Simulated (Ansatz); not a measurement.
ZnCu2SnSe4:
Space group I-4 (No. 82); a = b = 5.6581 Å, c = 11.3175 Å, α = β = γ = 90.00°

| atom | site | symmetry | x | y | z |
|---|---|---|---|---|---|
| Zn | 2c | -4.. | 0.0000 | 0.5000 | 0.2500 |
| Cu | 2d | -4.. | 0.5000 | 0.0000 | 0.2500 |
| Cu | 2a | -4.. | 0.0000 | 0.0000 | 0.0000 |
| Sn | 2b | -4.. | 0.0000 | 0.0000 | 0.5000 |
| Se | 8g | 1 | 0.2708 | 0.2608 | 0.3693 |
(The calculation used a cell of 8 atoms; values per cell refer to that cell.)

Relaxed with PBEsol. PBEsol in the plane-wave PAW code Ansatz gives no gap.

Q: What gap does HSE06 give on the same cell (Ansatz, PAW)?

A: 0.75 eV. The hybrid was solved on a coarser mesh and at special points; its gap is the smallest among all of these. On such a mesh it can open a false gap in a semimetal.

```
k   v1 PBEsol  c1 PBEsol  v1 HSE06  c1 HSE06
--  ---------  ---------  --------  --------
Γ       -0.01       0.01      0.00      0.75
M       -1.00       0.82       ___       ___
X       -0.43       0.12     -0.51      1.04
P       -0.71       0.48       ___       ___
N       -0.63       1.34       ___       ___
S0      -0.68       1.15       ___       ___
R       -0.67       0.42     -0.75      1.33
```

Q: Top valence (v1) and lowest conduction level (c1) in eV from each method's valence maximum (which need not be a listed point): supply the withheld HSE06 values.

A: 
- M, v1 HSE06: -1.18
- M, c1 HSE06: 1.65
- N, v1 HSE06: -0.72
- N, c1 HSE06: 2.31
- P, v1 HSE06: -0.81
- P, c1 HSE06: 1.33
- S0, v1 HSE06: -0.78
- S0, c1 HSE06: 2.10

Cost on shared cores: the PBEsol run (SCF on a 10×10×10 mesh, then bands and DOS) very roughly 17 core-minutes, the HSE06 run (SCF on 4×4×4, then a few points) roughly 14 core-minutes; the tasks are unlike.

Symmetry was held in the PBEsol relaxation. The run is not spin-polarised. Spin–orbit coupling is left out wherever it is not named.

Potentials: the later of the program's two PAW sets.
